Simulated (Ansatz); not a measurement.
**Computed properties of AlCr₂C**

AlCr2C:
```yaml
crystal:
  lattice:
    - [2.79108, 0.00000, 0.00000]
    - [-1.39554, 2.41715, 0.00000]
    - [0.00000, 0.00000, 12.47316]
  atoms:
    - { symbol: Al, position: [0.66667, 0.33333, 0.25000] }
    - { symbol: Al, position: [0.33333, 0.66667, 0.75000] }
    - { symbol: Cr, position: [0.33333, 0.66667, 0.41538] }
    - { symbol: Cr, position: [0.66667, 0.33333, 0.58462] }
    - { symbol: Cr, position: [0.66667, 0.33333, 0.91538] }
    - { symbol: Cr, position: [0.33333, 0.66667, 0.08462] }
    - { symbol: C, position: [0.00000, 0.00000, 0.50000] }
    - { symbol: C, position: [0.00000, 0.00000, 0.00000] }
```

Space group P6_3/mmc (No. 194); conventional cell a = 2.7911 Å, b = 2.7911 Å, c = 12.4732 Å, α = 90.00°, β = 90.00°, γ = 120.00°.

Method: plane-wave PAW LDA (Ansatz code). Geometry: relaxed at this level of theory. Other levels are named where they apply.

Cell and energy:

* **Volume per atom**: 10.52 Å³
* **Density**: 5.64 g/cm³
* **Formation energy from the elements (no fitted shifts)**: -23 kJ/mol of atoms

Electronic structure:

* **Electronic character**: metallic (no gap)
* **Density of states at the Fermi level**: 0.70 states/eV per atom (mean over ±0.08 eV)

Mechanics:

* **Bulk modulus (Birch–Murnaghan fit)**: 2120 kbar
* **Pressure derivative B′**: 4.3
* **Elastic constants (relaxed ions, GPa)**: C11 = 406, C12 = 93.4, C13 = 128, C33 = 401, C44 = 152
* **Mechanical stability**: stable (all eigenvalues of C positive)
* **Hill bulk and shear moduli**: 212 and 149 GPa
* **Young's modulus**: 363 GPa
* **Poisson's ratio**: 0.21
* **Debye temperature from the elastic constants**: 773 K

Phonons:

- Highest zone-centre frequency: 711 cm⁻¹
- Zone-centre stability: no imaginary mode at Γ

Symmetry was held in the LDA relaxation. The run is not spin-polarised. As this level gives no gap, shear constants depend on the k-mesh and smearing (Fermi–Dirac, 0.1 eV here). As this level gives no gap, phonon frequencies hold no LO–TO term and depend on the k-mesh and smearing (Fermi–Dirac, 0.1 eV here). On the denser mesh and wider smearing of the elastic run this cell carries a stress of 0.5 GPa. The references are the lowest solids computed at this level, not always the standard phases.

Potentials: the later of the program's two PAW sets.
